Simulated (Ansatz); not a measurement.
ReSe$_{2}$ in space group P6_3/mmc (No. 194; Re on 2c, Se on 4f), plane-wave PAW PBE (Ansatz code), all energies at zero smearing, with the estimated change up to a 700 eV cutoff added, with one set of potentials and settings (totals compare only within such a set). Cell of 6 atoms (2 Re, 4 Se): -43613.048 eV.

```
element                reference phase  E (eV/atom)
-------  -----------------------------  -----------
Re       P6_3/mmc, 2 atoms in the cell  -10868.0812
Se         P3_121, 3 atoms in the cell   -5469.0798
```

Formation energy per atom, worked out: (-43613.048 − 2×(-10868.0812) − 4×(-5469.0798))/6 = -0.094 eV/atom (-9 kJ per mol of atoms), at 0 K, without zero-point energy or fitted corrections.

The cell is a constructed one: a structure type filled with these elements; neither database checked (COD, Materials Project) lists it. COD files the formula under space group No. 2, so this cell is another polymorph or a model. Its standing as an ambient phase is unchecked. The PBE relaxation kept the symmetry of its start; whether a distortion lowers the energy is not shown. No spin polarisation was allowed. A crystal of weakly bound layers computed without a dispersion correction: the cell and the soft elastic constants depend strongly on that. The references are the lowest solids computed at this level, not always the standard phases. Spin–orbit coupling is left out wherever it is not named.

Potentials: the later of the program's two PAW sets.
